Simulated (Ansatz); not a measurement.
YSi:
```cif
data_Si4Y4
_chemical_formula_sum 'Y4 Si4'
_space_group_name_H-M_alt 'Cmcm'
_space_group_IT_number 63
_space_group_name_Hall '-C 2c 2'
_cell_length_a 4.28567
_cell_length_b 10.56065
_cell_length_c 3.84124
_cell_angle_alpha 90.000
_cell_angle_beta 90.000
_cell_angle_gamma 90.000
loop_
_space_group_symop_operation_xyz
  'x, y, z'
  '-x, -y, -z'
  '-x, -y, z+1/2'
  'x, y, -z+1/2'
  'x, -y, -z'
  '-x, y, z'
  '-x, y, -z+1/2'
  'x, -y, z+1/2'
  'x+1/2, y+1/2, z'
  '-x+1/2, -y+1/2, -z'
  '-x+1/2, -y+1/2, z+1/2'
  'x+1/2, y+1/2, -z+1/2'
  'x+1/2, -y+1/2, -z'
  '-x+1/2, y+1/2, z'
  '-x+1/2, y+1/2, -z+1/2'
  'x+1/2, -y+1/2, z+1/2'
loop_
_atom_site_label
_atom_site_type_symbol
_atom_site_symmetry_multiplicity
_atom_site_Wyckoff_symbol
_atom_site_fract_x
_atom_site_fract_y
_atom_site_fract_z
_atom_site_occupancy
Y1 Y 4 c 0.00000 0.14049 0.75000 1
Si1 Si 4 c 0.00000 0.57582 0.25000 1
```
(The calculation used a cell of 4 atoms; values per cell refer to that cell.)

Relaxed with r²SCAN.

Tabulate the valence density and the electron localisation function along the shortest Y–Si contact (2.96 Å), plane-wave PAW r²SCAN (Ansatz code).



| distance from Y (Å) | density (e/Å³) | ELF |
|---|---|---|
| 0.30 | 3.66 | 0.66 |
| 0.44 | 3.52 | 0.81 |
| 0.59 | 2.73 | 0.86 |
| 0.74 | 1.73 | 0.83 |
| 0.89 | 0.94 | 0.70 |
| 1.04 | 0.48 | 0.38 |
| 1.18 | 0.27 | 0.15 |
| 1.33 | 0.20 | 0.12 |
| 1.48 | 0.20 | 0.26 |
| 1.63 | 0.23 | 0.52 |
| 1.77 | 0.28 | 0.69 |
| 1.92 | 0.33 | 0.75 |
| 2.07 | 0.39 | 0.74 |
| 2.22 | 0.40 | 0.66 |
| 2.37 | 0.34 | 0.47 |
| 2.51 | 0.22 | 0.31 |
| 2.66 | 0.12 | 0.30 |

The density is the valence pseudo-density with augmentation charge, so density and ELF within about 1 Å of a nucleus are not all-electron values.

The first step of the workflow began from a Materials Project structure, measured or hypothetical; the Crystallography Open Database copy checked does not list it. Its standing as an ambient phase is unchecked. The r²SCAN relaxation kept the symmetry of its start; its stability against distortions is not shown here. No spin polarisation was allowed.

Potentials: the later of the program's two PAW sets.
